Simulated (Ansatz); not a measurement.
CrAgS2:
```
CELL_PARAMETERS angstrom
      1.73786     1.00335     6.66519
     -1.73786     1.00335     6.66519
      0.00000    -2.00671     6.66519
ATOMIC_POSITIONS crystal
  Cr 0.00098 0.00098 0.00098
  Ag 0.15357 0.15357 0.15357
  S  0.73406 0.73406 0.73406
  S  0.27279 0.27279 0.27279
```
The run is spin-polarised; directions of the spins, atom by atom: ↑ 0 0 0.

Relaxed with PBEsol.

Question: Map the electron localisation function on the plane through (0.001, 0.001, 0.001) spanned by u = [1, 0, 0] and v = [-1, 1, 1] in lattice vectors, from PBEsol in the plane-wave PAW code Ansatz.

Answer: x is the fraction of u, y of v (the angle between them is 48°; rows are the nearest grid lines); atoms in the plane: Cr at (0.00, 0.00), Ag at (0.31, 0.15), S at (0.47, 0.73), S at (0.54, 0.27).
```
y \ x   0.000  0.0857  0.171  0.286  0.371  0.457  0.543  0.629  0.714  0.829  0.914   1.00
------  -----  ------  -----  -----  -----  -----  -----  -----  -----  -----  -----  -----
1.00    0.947   0.679  0.139  0.146  0.270  0.336  0.186  0.119  0.201  0.145  0.679  0.947
0.923   0.660   0.779  0.127  0.731  0.542  0.166  0.123  0.073  0.028  0.073  0.129  0.660
0.846   0.129   0.227  0.140  0.870  0.834  0.853  0.498  0.108  0.039  0.028  0.098  0.129
0.769   0.098   0.138  0.111  0.703  0.667  0.073  0.858  0.497  0.089  0.037  0.038  0.098
0.692   0.034   0.059  0.067  0.185  0.758  0.270  0.386  0.823  0.221  0.066  0.041  0.034
0.615   0.035   0.020  0.025  0.043  0.225  0.773  0.797  0.801  0.470  0.080  0.065  0.035
0.538   0.056   0.024  0.020  0.120  0.175  0.167  0.557  0.672  0.406  0.076  0.066  0.056
0.462   0.063   0.071  0.064  0.407  0.703  0.638  0.208  0.148  0.107  0.031  0.044  0.063
0.385   0.082   0.166  0.181  0.412  0.793  0.785  0.786  0.311  0.050  0.026  0.036  0.082
0.308   0.085   0.199  0.375  0.187  0.750  0.546  0.094  0.733  0.264  0.062  0.064  0.085
0.231   0.119   0.138  0.509  0.604  0.208  0.865  0.232  0.552  0.761  0.119  0.120  0.119
0.154   0.119   0.139  0.294  0.844  0.649  0.183  0.835  0.830  0.897  0.157  0.231  0.119
0.0769  0.664   0.127  0.138  0.497  0.652  0.428  0.194  0.655  0.772  0.143  0.774  0.664
0.000   0.947   0.679  0.139  0.146  0.270  0.336  0.186  0.119  0.201  0.145  0.679  0.947
```

The density is the valence pseudo-density with augmentation charge, so density and ELF within about 1 Å of a nucleus are not all-electron values.

Space group R3m. The first step of the workflow began from a Materials Project structure, measured or hypothetical; the Crystallography Open Database files this formula in space group No. 160, but the cells were not matched. Its standing as an ambient phase is unchecked. The PBEsol relaxation kept the symmetry of its start; whether a distortion lowers the energy is not shown. Spin order of the final state: ferromagnetic, chosen from 2 collinear starts compared on coarse meshes (ties went to the first, and starts can fall back to one state), not a proven ground state. No Hubbard U is applied.

Potentials: the later of the program's two PAW sets.
